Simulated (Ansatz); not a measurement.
## Relaxation path: Sr (simple hexagonal type)

DFT, LDA, PAW with Ansatz's default frozen-core files, scalar-relativistic (Ansatz 0.2.0); a Γ-centred 11×11×10 k mesh, Fermi–Dirac smearing of 0.1 eV, no spin polarisation. The run relaxes cell and atoms at a target pressure of 0.14 GPa.

Command: `ansatz run input.yaml --threads 1 --pin off --max-ram 3584MiB --backend cpu --events-out ev --progress --plain --runs-dir out` It took 15 s on 1 thread of Arm Neoverse V1 (shared host), peak memory 0.31 GiB.

PAW: frozen-core files, cutoff 420 eV; forces are relaxed below 0.005 eV/Å.

Each step lists its enthalpy F + pV a cell above the last geometry, the pressure, the cell vectors (Å), and Cartesian positions (Å) with forces (eV/Å).

The first step:

```
step 1  dH = 4.09 meV  P = -0.34 GPa
  cell 3.9499 0.0000 0.0000  -1.9749 3.4207 0.0000  0.0000 0.0000 3.7129
  Sr 0.0000 0.0000 0.0000   0.0000 0.0000 0.0000
```

The PAW files were made under PBE.

The symmetry of the start is kept and no stability test is made, so the end need not be the stable phase.

Problem. Where does the relaxation end, and by which steps?

Solution. After 4 geometries, with conventional a, b, c = 3.900, 3.900, 3.629 Å, at 47.808 Å³/atom (-4.70 % against the start) in space group P6/mmm, with a shortest distance of 3.629 Å. The further steps:
```
step 2  dH = 1.97 meV  P = -0.21 GPa
  cell 3.9365 0.0000 0.0000  -1.9682 3.4091 0.0000  0.0000 0.0000 3.6843
  Sr 0.0000 0.0000 0.0000   0.0000 0.0000 0.0000
step 3  dH = 0.01 meV  P = 0.17 GPa
  cell 3.8981 0.0000 0.0000  -1.9491 3.3759 0.0000  0.0000 0.0000 3.6239
  Sr 0.0000 0.0000 0.0000   0.0000 0.0000 0.0000
step 4  dH = 0.00 meV  P = 0.14 GPa
  cell 3.9005 0.0000 0.0000  -1.9502 3.3779 0.0000  0.0000 0.0000 3.6285
  Sr 0.0000 0.0000 0.0000   0.0000 0.0000 0.0000
step 5  dH = 0.03 meV  P = 0.14 GPa  (same geometry on a basis chosen anew; earlier energies don't compare to the last digit)
  cell 3.9005 0.0000 0.0000  -1.9502 3.3779 0.0000  0.0000 0.0000 3.6285
  Sr 0.0000 0.0000 0.0000   0.0000 0.0000 0.0000
```
